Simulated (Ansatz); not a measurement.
# Equation of state of phosphorus, bcc

The calculation used Ansatz 0.2.0, DFT, r2SCAN, plane waves (500 eV) with PAW, scalar-relativistic. The PAW files were generated under PBE, with cores re-solved for the functional.

The cell is scaled uniformly from the relaxed one, with fractional coordinates and shape fixed. Energies are extrapolated to zero smearing, pressures are those at the given smearing. Magnetic state: spin not included.

```json
{"V (Å³/atom)": "12.624", "E − E₀ (meV/atom)": "71.8", "P (GPa)": "15.08"}
{"V (Å³/atom)": "13.197", "E − E₀ (meV/atom)": "29.4", "P (GPa)": "8.95"}
{"V (Å³/atom)": "13.771", "E − E₀ (meV/atom)": "6.7", "P (GPa)": "3.97"}
{"V (Å³/atom)": "14.345", "E − E₀ (meV/atom)": "0.0", "P (GPa)": "-0.13"}
{"V (Å³/atom)": "14.919", "E − E₀ (meV/atom)": "7.0", "P (GPa)": "-3.57"}
{"V (Å³/atom)": "15.493", "E − E₀ (meV/atom)": "25.4", "P (GPa)": "-6.43"}
{"V (Å³/atom)": "16.066", "E − E₀ (meV/atom)": "53.2", "P (GPa)": "-8.79"}
```

(1) Fit a third-order Birch-Murnaghan equation.

Answers

(1) V₀ = 14.32 Å³/atom, B₀ = 95 GPa, B₀′ = 3.5.
